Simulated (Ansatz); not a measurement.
A trial form of Er2O

All numbers below come from DFT PBE, scalar-relativistic, plane waves, PAW, and for the lanthanide a 4f-in-core norm-conserving potential (Ansatz). Cutoff 770 eV, Gaussian smearing, Γ-centred meshes. Cell and atoms relax first on a coarse mesh and then on a finer one. In between, the cell is made exact in the group found at 0.06 Å. In metals the finer mesh still leaves noise of several meV/atom or more. The steps can't lower the symmetry of their start. No spin polarisation.

The guess for Er2O was made by a generator: random cell by space group and Wyckoff sites (Fm-3m, No. 225). Lengths were set from tabulated atomic sizes, so they are only a guess.

Space group Fm-3m (No. 225). a = 6.305 Å, b = 6.305 Å, c = 6.305 Å, α = 90.00°, β = 90.00°, γ = 90.00°
```json
{"atom": "Er", "site": "8c", "symmetry": "-43m", "x": "0.2500", "y": "0.2500", "z": "0.7500"}
{"atom": "O", "site": "4b", "symmetry": "m-3m", "x": "0.5000", "y": "0.0000", "z": "0.0000"}
```

Energies over the elements count from the elements' standard structures at the same level (O₂ as a molecule), with no fitted energy shifts.

Task: Describe the relaxed structure.

Result: The symmetry stays Fm-3m (No. 225). The end has the anti-fluorite type. The volume per atom shrinks by 13.3 %, from 20.9 to 18.1 Å³. The shortest distance goes from 2.73 Å (Er–O) to 2.60 Å (Er–O). Conventional cell: a = 6.011 Å. Er has 4 O at 2.60 Å and 6 Er at 3.01 Å; around O lie 8 Er at 2.60 Å.

Space group Fm-3m (No. 225). a = 6.011 Å, b = 6.011 Å, c = 6.011 Å, α = 90.00°, β = 90.00°, γ = 90.00°
| atom | site | symmetry | x | y | z |
| --- | --- | --- | --- | --- | --- |
| Er | 8c | -43m | 0.2500 | 0.2500 | 0.7500 |
| O | 4b | m-3m | 0.5000 | 0.0000 | 0.0000 |

Task: Give its energy and gap.

Result: The formation energy is −0.87 eV/atom and the gap on the 14×14×14 mesh of the 3-atom cell is 0 eV (a metal).

The last run used Gaussian smearing of 0.10 eV. Symmetry constrained the relaxation, so the result can be a saddle point. In all, the 3 runs took 60 s on 1 thread of Intel(R) Xeon(R) Processor @ 2.70GHz, with other jobs on the host. Another cell of Er2O relaxed alike, in P-3m1, lies 0.93 eV/atom lower, so this cell isn't the stable form at this level.

The lanthanide is trivalent by construction, without f bands, f moments or other valences. The reference runs of the other elements, and any phases without the lanthanide, used 420 eV, which shifts energies against them by under 10 meV/atom. The lanthanide's reference is the lowest of its hcp, dhcp and fcc cells.
